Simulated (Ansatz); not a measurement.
Geometry optimisation in Ansatz: input, command and trajectory.

```yaml
crystal:
  lattice:
    - [4.164193185, 0.0, 0.0]
    - [0.0, 4.164193185, 0.0]
    - [0.0, 0.0, 4.1213910912]
  atoms:
    - { symbol: "Y", position: [0.0, 0.0, 0.0] }
    - { symbol: W, position: [0.0, 0.5, 0.5] }
    - { symbol: W, position: [0.5, 0.0, 0.5] }
    - { symbol: W, position: [0.5, 0.5, 0.0] }
basis:
  ecutwfc: 420
kpoints:
  mp_grid: { grid: [4, 4, 4] }
hamiltonian:
  xc: pbe
scf:
  occupations: { method: gaussian, width: 0.1 }
  lower_state_search: "off"
output:
  forces: true
  stress: true
  eigenvalues: true
relax:
  adjacent_minimum: "off"
  f_tol: 0.04
  max_steps: 70
  cell: { stress_tol: 0.4 }
```

```bash
ansatz run input.yaml --threads 1 --pin off --max-ram 2560MiB --backend cpu --events-out ev --progress --plain --runs-dir out
```

Computed with Ansatz 0.2.0, DFT PBE, scalar-relativistic, plane waves, PAW.

Of 15 frames 10 are shown, positions in Å and forces in eV/Å; the SCF threshold varies from step to step. Steps run on the plane waves of an earlier cell, with a Pulay correction in the pressure. The basis is chosen afresh for the last frame, the zero of the energies, and at times for earlier ones too; energy and pressure step there, also at an unchanged geometry. Here that happened at step 13 (-2 meV/atom, 0.2 GPa); the frames before carry an error of that size.

```xyz
4
Lattice="4.1642 0.0000 0.0000 0.0000 4.1642 0.0000 0.0000 0.0000 4.1214" Properties=species:S:1:pos:R:3:forces:R:3 pbc="T T T" step=1 free_energy_over_end_meV_per_atom=388.56 pressure_GPa=8.62
Y     0.0000    0.0000    0.0000    0.0000    0.0000    0.0000
W     0.0000    2.0821    2.0607    0.0000    0.0000    0.0000
W     2.0821    0.0000    2.0607    0.0000    0.0000    0.0000
W     2.0821    2.0821    0.0000    0.0000    0.0000    0.0000
4
Lattice="4.2656 0.0000 0.0000 0.0000 4.2656 0.0000 0.0000 0.0000 4.1399" Properties=species:S:1:pos:R:3:forces:R:3 pbc="T T T" step=3 free_energy_over_end_meV_per_atom=363.30 pressure_GPa=-1.33
Y     0.0000    0.0000    0.0000    0.0000    0.0000    0.0000
W     0.0000    2.1328    2.0699    0.0000    0.0000    0.0000
W     2.1328    0.0000    2.0699    0.0000    0.0000    0.0000
W     2.1328    2.1328    0.0000    0.0000    0.0000    0.0000
4
Lattice="4.3093 0.0000 0.0000 0.0000 4.3093 0.0000 0.0000 0.0000 4.0666" Properties=species:S:1:pos:R:3:forces:R:3 pbc="T T T" step=4 free_energy_over_end_meV_per_atom=350.83 pressure_GPa=-1.95
Y     0.0000    0.0000    0.0000    0.0000    0.0000    0.0000
W     0.0000    2.1546    2.0333    0.0000    0.0000    0.0000
W     2.1546    0.0000    2.0333    0.0000    0.0000    0.0000
W     2.1546    2.1546    0.0000    0.0000    0.0000    0.0000
4
Lattice="4.5053 0.0000 0.0000 0.0000 4.5053 0.0000 0.0000 0.0000 3.7151" Properties=species:S:1:pos:R:3:forces:R:3 pbc="T T T" step=6 free_energy_over_end_meV_per_atom=176.31 pressure_GPa=-4.64
Y     0.0000    0.0000    0.0000    0.0000    0.0000    0.0000
W     0.0000    2.2526    1.8576    0.0000    0.0000    0.0000
W     2.2526    0.0000    1.8576    0.0000    0.0000    0.0000
W     2.2526    2.2526    0.0000    0.0000    0.0000    0.0000
4
Lattice="4.5607 0.0000 0.0000 0.0000 4.5607 0.0000 0.0000 0.0000 3.5102" Properties=species:S:1:pos:R:3:forces:R:3 pbc="T T T" step=7 free_energy_over_end_meV_per_atom=86.70 pressure_GPa=-1.11
Y     0.0000    0.0000    0.0000    0.0000    0.0000    0.0000
W     0.0000    2.2803    1.7551    0.0000    0.0000    0.0000
W     2.2803    0.0000    1.7551    0.0000    0.0000    0.0000
W     2.2803    2.2803    0.0000    0.0000    0.0000    0.0000
4
Lattice="4.7794 0.0000 0.0000 0.0000 4.7794 0.0000 0.0000 0.0000 3.1084" Properties=species:S:1:pos:R:3:forces:R:3 pbc="T T T" step=9 free_energy_over_end_meV_per_atom=8.07 pressure_GPa=3.31
Y     0.0000    0.0000    0.0000    0.0000    0.0000    0.0000
W     0.0000    2.3897    1.5542    0.0000    0.0000    0.0000
W     2.3897    0.0000    1.5542    0.0000    0.0000    0.0000
W     2.3897    2.3897    0.0000    0.0000    0.0000    0.0000
4
Lattice="4.7561 0.0000 0.0000 0.0000 4.7561 0.0000 0.0000 0.0000 3.1969" Properties=species:S:1:pos:R:3:forces:R:3 pbc="T T T" step=10 free_energy_over_end_meV_per_atom=4.14 pressure_GPa=-0.39
Y     0.0000    0.0000    0.0000    0.0000    0.0000    0.0000
W     0.0000    2.3781    1.5985    0.0000    0.0000    0.0000
W     2.3781    0.0000    1.5985    0.0000    0.0000    0.0000
W     2.3781    2.3781    0.0000    0.0000    0.0000    0.0000
4
Lattice="4.7754 0.0000 0.0000 0.0000 4.7754 0.0000 0.0000 0.0000 3.1639" Properties=species:S:1:pos:R:3:forces:R:3 pbc="T T T" step=12 free_energy_over_end_meV_per_atom=2.31 pressure_GPa=0.04
Y     0.0000    0.0000    0.0000    0.0000    0.0000    0.0000
W     0.0000    2.3877    1.5820    0.0000    0.0000    0.0000
W     2.3877    0.0000    1.5820    0.0000    0.0000    0.0000
W     2.3877    2.3877    0.0000    0.0000    0.0000    0.0000
4
Lattice="4.7754 0.0000 0.0000 0.0000 4.7754 0.0000 0.0000 0.0000 3.1639" Properties=species:S:1:pos:R:3:forces:R:3 pbc="T T T" step=13 free_energy_over_end_meV_per_atom=0.06 pressure_GPa=0.28
Y     0.0000    0.0000    0.0000    0.0000    0.0000    0.0000
W     0.0000    2.3877    1.5820    0.0000    0.0000    0.0000
W     2.3877    0.0000    1.5820    0.0000    0.0000    0.0000
W     2.3877    2.3877    0.0000    0.0000    0.0000    0.0000
4
Lattice="4.7810 0.0000 0.0000 0.0000 4.7810 0.0000 0.0000 0.0000 3.1610" Properties=species:S:1:pos:R:3:forces:R:3 pbc="T T T" step=15 free_energy_over_end_meV_per_atom=0.00 pressure_GPa=0.01
Y     0.0000    0.0000    0.0000    0.0000    0.0000    0.0000
W     0.0000    2.3905    1.5805    0.0000    0.0000    0.0000
W     2.3905    0.0000    1.5805    0.0000    0.0000    0.0000
W     2.3905    2.3905    0.0000    0.0000    0.0000    0.0000
```

The start puts this composition into another compound's structure type, which needn't suit it. At the end the space group is P4/mmm (tolerance 0.05 Å).

It took 31 s on 1 thread of Arm Neoverse V2, with other jobs on the host, peak memory 0.35 GiB.

The k mesh is coarse. Spin–orbit coupling is left out, which can shift energies with elements as heavy as these.